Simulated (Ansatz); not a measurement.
Si3N4:
```
Si3N4
1.0
    7.60553     0.00000     0.00000
   -3.80277     6.58658     0.00000
    0.00000     0.00000     2.90550
Si N
6 8
Cartesian
 -1.38133   5.43147   2.17912
  5.18410   1.15512   0.72637
  2.21108   1.51947   0.72637
  1.59169   5.06712   2.17912
 -0.21036   2.67458   2.17912
  4.01312   3.91200   0.72637
  0.00000   4.39106   2.17912
  3.80277   2.19553   0.72637
  4.82152   4.41099   2.17912
 -1.01875   2.17560   0.72637
 -1.40927   6.38105   0.72637
  5.21203   0.20553   2.17912
  1.37475   1.97006   2.17912
  2.42802   4.61652   0.72637
```

Relaxed with r²SCAN.

**Question.** Which orbitals make up the states near the band edges in r²SCAN in the plane-wave PAW code Ansatz?

**Answer.** Top 1 eV of the valence band: N 2p 94 %. Bottom 1 eV of the conduction band: Si 3p 47 %, N 2s 17 %, Si 3s 11 %, N 2p 6 %, outside the projected shells 20 %. Projections are on Löwdin-orthogonalised atomic valence shells; empty p or d shells of many metals are not among them.

**Question.** Tabulate the density of states.

**Answer.** States/eV per cell of 14 atoms, in 0.25 eV bins, energy from the valence-band maximum.

```tsv
E (eV)	total	N 2p	Si 3p	N 2s
-7.86	3.20	1.94	0.46	0.22
-7.61	2.21	1.36	0.39	0.14
-7.36	3.15	1.96	0.67	0.18
-7.11	4.36	2.74	0.94	0.24
-6.86	4.21	2.68	0.92	0.22
-6.61	3.98	2.59	1.02	0.13
-6.36	4.08	2.69	1.00	0.13
-6.11	5.14	3.46	1.20	0.17
-5.86	6.22	4.29	1.48	0.18
-5.61	4.86	3.41	1.14	0.13
-5.36	6.62	4.72	1.54	0.14
-5.11	8.73	6.31	1.97	0.20
-4.86	8.98	6.64	1.86	0.21
-4.61	7.49	5.67	1.46	0.15
-4.36	7.16	5.51	1.32	0.14
-4.11	5.03	3.94	0.88	0.09
-3.86	4.01	3.20	0.62	0.08
-3.61	5.61	4.59	0.80	0.07
-3.36	6.47	5.46	0.77	0.09
-3.11	5.65	4.83	0.50	0.16
-2.86	4.58	4.00	0.34	0.09
-2.61	2.22	1.91	0.15	0.09
-2.36	1.54	1.34	0.09	0.06
-2.11	5.52	4.83	0.35	0.18
-1.86	8.42	7.63	0.35	0.15
-1.61	8.61	7.96	0.24	0.10
-1.36	9.02	8.28	0.33	0.13
-1.11	5.51	5.12	0.17	0.07
-0.86	3.73	3.47	0.13	0.04
-0.61	3.51	3.29	0.11	0.02
-0.36	3.55	3.35	0.10	0.01
-0.11	0.88	0.84	0.02	0.00
0.14	0.00	0.00	0.00	0.00
0.39	0.00	0.00	0.00	0.00
0.64	0.00	0.00	0.00	0.00
0.89	0.00	0.00	0.00	0.00
1.14	0.00	0.00	0.00	0.00
1.39	0.00	0.00	0.00	0.00
1.64	0.00	0.00	0.00	0.00
1.89	0.00	0.00	0.00	0.00
2.14	0.00	0.00	0.00	0.00
2.39	0.00	0.00	0.00	0.00
2.64	0.00	0.00	0.00	0.00
2.89	0.00	0.00	0.00	0.00
3.14	0.00	0.00	0.00	0.00
3.39	0.00	0.00	0.00	0.00
3.64	0.00	0.00	0.00	0.00
3.89	0.00	0.00	0.00	0.00
4.14	0.00	0.00	0.00	0.00
4.39	0.00	0.00	0.00	0.00
4.64	0.00	0.00	0.00	0.00
4.89	0.00	0.00	0.00	0.00
5.14	0.19	0.01	0.09	0.03
5.39	3.70	0.16	1.69	0.69
5.64	5.06	0.29	2.36	0.88
5.89	5.61	0.37	2.76	0.81
6.14	6.26	0.46	3.12	0.87
6.39	6.97	0.63	3.42	0.95
6.64	4.92	0.49	2.40	0.69
6.89	6.62	0.67	3.12	1.04
7.14	4.31	0.42	2.09	0.68
7.39	5.67	0.57	2.78	0.82
7.64	6.73	0.71	3.09	0.95
7.89	5.98	0.71	2.56	0.76
8.14	5.51	0.73	2.16	0.68
8.39	7.64	1.06	3.15	0.79
8.64	7.49	1.07	3.12	0.79
8.89	4.86	0.74	2.01	0.47
9.14	5.79	0.92	2.30	0.49
9.39	3.38	0.49	1.59	0.20
9.64	4.59	0.77	1.79	0.25
```

Space group P6_3/m. The r²SCAN relaxation kept the symmetry of its start.

Potentials: the earlier of the program's two PAW sets.
